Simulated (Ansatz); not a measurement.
LuSb:
```xyz
2
Lattice="0.0000 3.0368 3.0368 3.0368 0.0000 3.0368 3.0368 3.0368 0.0000" Properties=species:S:1:pos:R:3 pbc="T T T"
Lu     0.0000     0.0000     0.0000
Sb     3.0368     3.0368     3.0368
```

Relaxed with r²SCAN. Special points in fractions of this cell's reciprocal vectors: Γ (0.000, 0.000, 0.000); X (0.500, 0.000, 0.500); U (0.625, 0.250, 0.625); K (0.375, 0.375, 0.750); L (0.500, 0.500, 0.500); W (0.500, 0.250, 0.750).

List the band energies nearest the Fermi level at these points for r²SCAN in the plane-wave PAW code Ansatz.

In eV from the Fermi level; about four levels below and three above (degenerate sets whole), none deeper than 8.9 eV; points with the same levels are listed once.

| k | below | above |
|---|---|---|
| Γ | -5.61 -5.59 -5.59 -5.59 | 0.60 0.60 0.60 |
| X | -3.70 -1.21 -1.21 -0.42 | 1.93 2.90 4.26 4.26 |
| U | -5.59 -3.42 -3.40 -1.74 | 1.02 3.39 3.73 |
| L | -5.57 -5.19 -2.13 -2.13 | 3.41 3.45 3.45 |
| W | -5.58 -3.06 -3.06 -2.95 | 2.48 2.68 2.68 |

Space group Fm-3m (rock salt). The workflow started from a Materials Project entry (that database holds measured and hypothetical structures alike); the Crystallography Open Database copy checked does not list it. Its standing as an ambient phase is unchecked. The r²SCAN relaxation kept the symmetry of its start; of distortions, only those at the zone centre were tested. Scalar-relativistic: spin–orbit coupling is off unless named, which matters more the heavier the elements.

Potentials: the later of the program's two PAW sets.
